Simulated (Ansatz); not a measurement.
**Structures of Be$_{2}$Sb: which is lowest?**

Plane-wave DFT in Ansatz with scalar-relativistic PAW potentials, cutoff 420 eV, Γ-centred meshes chosen by cell and gap, Gaussian smearing with energies taken to zero width. Every cell was relaxed (cell and atoms) in a run of its own, within the symmetry of its start. Functional: PBE.

Relaxed structures (starts from databases or built by putting these elements on another compound's sites):
A. I4/mmm, 3 atoms in the computed cell, a = 4.654 Å, c = 4.555 Å; sites (symmetry × multiplicity) Be -4m2 × 4, Sb 4/mmm × 2; start: built
B. Pmmn, 6 atoms in the computed cell, a = 3.686 Å, b = 6.576 Å, c = 3.706 Å; sites (symmetry × multiplicity) Be m.. × 4, Sb mm2 × 2; start: built
C. P6/mmm, 3 atoms in the computed cell, a = 3.738 Å, c = 3.597 Å; sites (symmetry × multiplicity) Be -6m2 × 2, Sb 6/mmm × 1; start: built

Task: Rank them by energy. Could pressure change the order?

Result:
| structure | group | E − E(lowest) (meV/atom) | V (Å³/atom) | gap on mesh (eV) |
| --- | --- | --- | --- | --- |
| A | I4/mmm | 0.0 | 16.44 | 0.00 |
| B | Pmmn | 12.8 | 14.97 | 0.00 |
| C | P6/mmm | 27.3 | 14.51 | 0.00 |

A is lowest, 13 meV/atom under B. B is denser by 1.47 Å³/atom, so pressure favours it: ΔE/ΔV, with ΔE in eV and 1 eV/Å³ = 160.2 GPa, gives about 1.4 GPa for equal enthalpy if both cells were rigid, a rough figure since the two compress differently. Other structures may lie lower than all of these, and vibrations aren't counted.

Spin-orbit coupling is left out, which matters for the bands of heavy elements.